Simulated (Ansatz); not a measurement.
Hf$_{2}$SnC:
```xyz
8
Lattice="3.3338 0.0000 0.0000 -1.6669 2.8872 0.0000 0.0000 0.0000 14.3940" Properties=species:S:1:pos:R:3 pbc="T T T"
Hf     0.0000     1.9248     1.2235
Hf     1.6669     0.9624    13.1705
Hf     1.6669     0.9624     8.4205
Hf     0.0000     1.9248     5.9735
Sn     0.0000     1.9248    10.7955
Sn     1.6669     0.9624     3.5985
C      0.0000     0.0000     0.0000
C      0.0000     0.0000     7.1970
```

Relaxed with r²SCAN. Special points in fractions of this cell's reciprocal vectors: Γ (0.000, 0.000, 0.000); M (0.500, 0.000, 0.000); K (0.333, 0.333, 0.000); A (0.000, 0.000, 0.500); L (0.500, 0.000, 0.500); H (0.333, 0.333, 0.500).

List the band energies nearest the Fermi level at these points for the program Ansatz at the r²SCAN level (PAW).

In eV from the Fermi level; about four levels below and three above (degenerate sets whole), none deeper than 8.9 eV; points with the same levels are listed once.

```json
[
 {"k": "Γ", "below": "-3.39 -3.39 -2.79 -0.02", "above": "0.78 0.91 0.91"},
 {"k": "M", "below": "-2.61 -2.42 -2.09 -2.04", "above": "1.30 1.44 2.10"},
 {"k": "K", "below": "-2.75 -2.48 -2.48 -0.67", "above": "0.81 1.11 1.11"},
 {"k": "A", "below": "-3.41 -3.41 -3.41 -3.41", "above": "0.44 0.44 0.93 0.93 0.93 0.93"},
 {"k": "L", "below": "-2.50 -2.50 -2.06 -2.06", "above": "1.72 1.72 1.81 1.81"},
 {"k": "H", "below": "-2.43 -2.43 -0.05 -0.05", "above": "1.06 1.06 2.48 2.48"}
]
```

Space group P6_3/mmc. The first step of the workflow began from a Materials Project structure, measured or hypothetical; the Crystallography Open Database copy checked does not list it. Whether it is the stable phase at ambient conditions was not checked. The r²SCAN relaxation kept the symmetry of its start; its stability against distortions is not shown here. No spin polarisation was allowed. Spin–orbit coupling is left out wherever it is not named.

Potentials: the later of the program's two PAW sets.
